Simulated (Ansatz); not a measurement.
SiTe:
```
CELL_PARAMETERS angstrom
      5.08115     0.00000     0.00000
      0.00000     5.08115     0.00000
      0.00000     0.00000     4.21957
ATOMIC_POSITIONS crystal
  Si 0.00000 0.50000 0.27071
  Si 0.50000 0.00000 0.72929
  Te 0.50000 0.50000 0.00000
  Te 0.00000 0.00000 0.00000
```

Relaxed with r²SCAN+D4. Special points in fractions of this cell's reciprocal vectors: Γ (0.000, 0.000, 0.000); X (0.000, 0.500, 0.000); M (0.500, 0.500, 0.000); Z (0.000, 0.000, 0.500); R (0.000, 0.500, 0.500); A (0.500, 0.500, 0.500).

List the band energies nearest the Fermi level at these points for the program Ansatz at the r²SCAN+D4 level (PAW).

In eV from the Fermi level; about four levels below and three above (degenerate sets whole), none deeper than 8.9 eV; points with the same levels are listed once.

```json
[
 {"k": "Γ", "below": "-2.25 -2.25 -1.54 -0.45", "above": "0.32 1.74 4.03"},
 {"k": "X", "below": "-2.20 -2.20 -0.59 -0.59", "above": "1.65 1.65 4.31 4.31"},
 {"k": "M", "below": "-2.30 -2.30 -0.86 -0.86", "above": "0.05 0.05 1.69 1.69"},
 {"k": "Z", "below": "-2.68 -2.36 -2.24 -2.24", "above": "1.05 1.32 1.32"},
 {"k": "R", "below": "-3.98 -3.98 -1.02 -1.02", "above": "1.86 1.86 2.07 2.07"},
 {"k": "A", "below": "-4.48 -4.48 -3.43 -3.43", "above": "0.33 0.33 3.09 3.09"}
]
```

Space group P4/nmm. The start of the workflow was typed in or built on a structure type; neither database checked (COD, Materials Project) lists it. Whether it is the stable phase at ambient conditions was not checked. Symmetry was held in the r²SCAN+D4 relaxation; its stability against distortions is not shown here. Its formation energy is positive at this level, so the cell may be metastable or incomplete. Spin–orbit coupling is left out wherever it is not named.

Potentials: the earlier of the program's two PAW sets.
